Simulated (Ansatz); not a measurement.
## Calculated ¹⁷O NMR of the central transition for SiO₂

Cell: a COD entry whose atoms were relaxed with PBE, the cell held.

Space group P4_2/mnm (No. 136); a = 4.1667, c = 2.6645 Å.

```
site  Wyckoff  site symmetry       x       y       z
  Si       2a           m.mm  0.0000  0.0000  0.0000
   O       4f           m.2m  0.3053  0.3053  0.0000
```

One atom of each set is listed.

Method: Kohn–Sham DFT in Ansatz, PBEsol, plane waves and PAW, scalar-relativistic, 420 eV cutoff, Γ-centred 7×7×11 k-points, Fermi–Dirac smearing 0.02 eV.

¹⁷O has I = 5/2 and Q = -25.58 mb (Pyykkö 2018); at 21.1 T its Larmor frequency is ν₀ = 121.8 MHz. Only the quadrupole interaction is simulated: positions count from each site's isotropic chemical shift, and J coupling is left out, as are shift anisotropy and dipolar coupling, which fast spinning averages.

Question: Simulate the second-order pattern (fast magic-angle spinning, Gaussian broadening 0.2 kHz) of site O (3 Si at 1.76–1.80 Å).

Answer: The calculation gives C_Q = 6.71 MHz and η = 0.17, so ν_Q = 1.01 MHz and the centre of gravity lies at -18.4 ppm (-2.24 kHz).

| offset (kHz) | height |
| --- | --- |
| -5.815 | 0 |
| -5.636 | 2 |
| -5.456 | 6 |
| -5.276 | 7 |
| -5.096 | 7 |
| -4.916 | 7 |
| -4.737 | 8 |
| -4.557 | 8 |
| -4.377 | 8 |
| -4.197 | 8 |
| -4.017 | 9 |
| -3.838 | 16 |
| -3.658 | 43 |
| -3.478 | 64 |
| -3.298 | 88 |
| -3.119 | 76 |
| -2.939 | 61 |
| -2.759 | 55 |
| -2.579 | 53 |
| -2.399 | 51 |
| -2.220 | 51 |
| -2.040 | 52 |
| -1.860 | 54 |
| -1.680 | 58 |
| -1.500 | 63 |
| -1.321 | 75 |
| -1.141 | 100 |
| -0.961 | 93 |
| -0.781 | 72 |
| -0.601 | 45 |
| -0.422 | 6 |
| -0.242 | 0 |

At O V_zz stands upright on the plane through its three neighbours (within 1°).

At this cell the PBEsol pressure is 6 GPa, so with PBEsol the cell would grow if it were relaxed.

The run took 3.6 s of wall time (3.4 s of CPU time) and 0.4 GiB at its peak, on 1 thread of Intel Xeon 6975P-C (Granite Rapids) (x86_64; 16 cores open to the job, memory cap 3.0 GiB, no GPU), a shared host with a load of 0.5 a core.
